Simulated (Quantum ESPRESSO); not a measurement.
SnZr6In, a guest atom moved from site to site

Simulated, not a measurement. The program is pw.x of Quantum ESPRESSO 7.5 (plane-wave density functional theory). The cell is made up: eight metal atoms on a face-centred cubic lattice, with elements, volume, strain and displacements drawn at random and not relaxed, so it may be unstable or far from any real phase. PseudoDojo standard norm-conserving files set the functional (PBE unless stated); there is no spin polarisation or spin-orbit coupling, the Fermi-Dirac width of 0.25 eV means electrons at about 2900 K, and the masses in the input are unused placeholders. The tin pseudopotential is less sure than most, with forces differing by about three percent from a second method on plain tin. A spin test at this wide smearing found no moment, but such smearing suppresses magnetism that the real alloy may have.

The runs move one Sn atom among sites that otherwise hold Zr. Cell, positions, cutoff, mesh and smearing stay as in the input of run 1; sites are counted in its order. Stress in the tables is positive in tension.

Input of run 1:

```
&control calculation='scf', pseudo_dir='./dojo.nc.sr.pbe.v0_5.standard.upf', outdir='./o', disk_io='minimal', tprnfor=.true., tstress=.true. /
&system ibrav=0, nat=8, ntyp=3, nbnd=66, ecutwfc=72.02867146, nosym=.true., tot_charge=0,
 occupations='smearing', smearing='fd', degauss=0.0183746611
/
&electrons conv_thr=1.470e-08, electron_maxstep=70, mixing_beta=0.5 /
ATOMIC_SPECIES
In 1.0 In.upf
Sn 1.0 Sn.upf
Zr 1.0 Zr.upf
CELL_PARAMETERS angstrom
0.0 -2.3014 -2.3014
-6.9041 -2.3014 0.0
-2.3014 4.6027 -6.9041
ATOMIC_POSITIONS angstrom
Sn 0.0476 0.022 0.0336
Zr -2.2648 2.3109 -4.6431
Zr -2.2846 0.0618 -2.2691
In -4.6168 2.2882 -6.8114
Zr -4.5602 -0.0157 -4.6168
Zr -4.6123 -2.2902 -2.3596
Zr -6.8897 -0.066 -6.8728
Zr -6.9091 -2.4216 -4.5495
K_POINTS automatic
7 4 3 1 1 1
```

| run | elements on sites 1 to 8 | free energy less that of run 1 (eV) | -TS (eV) | pressure (GPa) | stress xx (GPa) | stress yy (GPa) | stress zz (GPa) | stress yz (GPa) | stress xz (GPa) | stress xy (GPa) | iterations |
| --- | --- | --- | --- | --- | --- | --- | --- | --- | --- | --- | --- |
| 1 | Sn Zr Zr In Zr Zr Zr Zr | 0.000 | -2.005 | -3.10 | 3.96 | 2.58 | 2.76 | -1.50 | 0.92 | -0.95 | 19 |
| 2 | Zr Sn Zr In Zr Zr Zr Zr | -0.034 | -1.941 | -3.42 | 3.51 | 3.29 | 3.44 | -1.36 | -0.69 | 0.80 | 18 |
| 3 | Zr Zr Sn In Zr Zr Zr Zr | -0.389 | -1.890 | -3.81 | 4.10 | 3.66 | 3.67 | 0.01 | -0.05 | 0.02 | 18 |
| 4 | Zr Zr Zr In Zr Sn Zr Zr | -0.092 | -1.957 | -3.49 | 3.59 | 3.53 | 3.36 | -1.54 | -0.95 | 0.84 | 19 |
| 5 | Zr Zr Zr In Zr Zr Sn Zr | 0.018 | -1.983 | -3.05 | 3.93 | 2.58 | 2.65 | -1.81 | 1.03 | -1.08 | 19 |
| 6 | Zr Zr Zr In Zr Zr Zr Sn | -0.330 | -1.997 | -4.30 | 4.76 | 4.04 | 4.09 | -0.42 | -0.10 | 0.09 | 19 |

Forces Fx Fy Fz (eV/Å):

| site | run 1 | run 2 | run 3 | run 4 | run 5 | run 6 |
| --- | --- | --- | --- | --- | --- | --- |
| 1 | 0.36 0.05 -0.13 | -0.37 -0.06 0.05 | -0.31 -0.02 0.03 | 0.01 -0.02 0.04 | -0.02 -0.12 0.13 | -0.42 -0.20 0.15 |
| 2 | -0.07 -0.19 0.17 | 0.42 -0.35 0.38 | -0.24 0.08 -0.06 | 0.04 -0.13 0.11 | 0.07 -0.20 0.17 | 0.18 -0.30 0.26 |
| 3 | 0.13 -0.39 0.05 | 0.00 -0.36 -0.08 | -0.09 0.01 -0.28 | -0.38 -0.33 0.01 | -0.17 -0.23 -0.14 | 0.27 -0.13 -0.15 |
| 4 | -0.40 -0.02 -0.15 | -0.35 0.33 -0.46 | 0.05 -0.15 -0.04 | 0.42 0.04 -0.18 | 0.46 0.38 -0.52 | 0.05 0.20 -0.38 |
| 5 | -0.04 -0.10 0.19 | 0.21 -0.04 0.14 | 0.11 -0.38 0.42 | -0.21 -0.04 0.13 | -0.23 0.00 0.09 | -0.59 -0.27 0.31 |
| 6 | 0.07 -0.15 0.34 | 0.22 -0.15 0.35 | 0.42 -0.13 0.30 | -0.18 -0.02 0.12 | 0.28 -0.09 0.30 | 0.18 -0.13 0.34 |
| 7 | -0.08 0.23 -0.11 | -0.05 0.10 -0.01 | 0.31 0.30 -0.18 | 0.25 0.11 0.00 | -0.47 -0.10 0.16 | 0.26 0.29 -0.17 |
| 8 | 0.03 0.58 -0.35 | -0.08 0.53 -0.38 | -0.24 0.29 -0.19 | 0.03 0.40 -0.24 | 0.09 0.37 -0.19 | 0.07 0.53 -0.37 |

The sites are displaced and not relaxed, so the energy differences hold strain from misfit and are not ordering energies. A rerun of one cell of this series at a higher cutoff and on a denser mesh moved values by no more than 0.006 eV in energy, 0.08 GPa in stress and 0.010 eV/Å in force, and a second program with other atomic files agreed on that cell to 2 % rms in force and 0.5 GPa in pressure.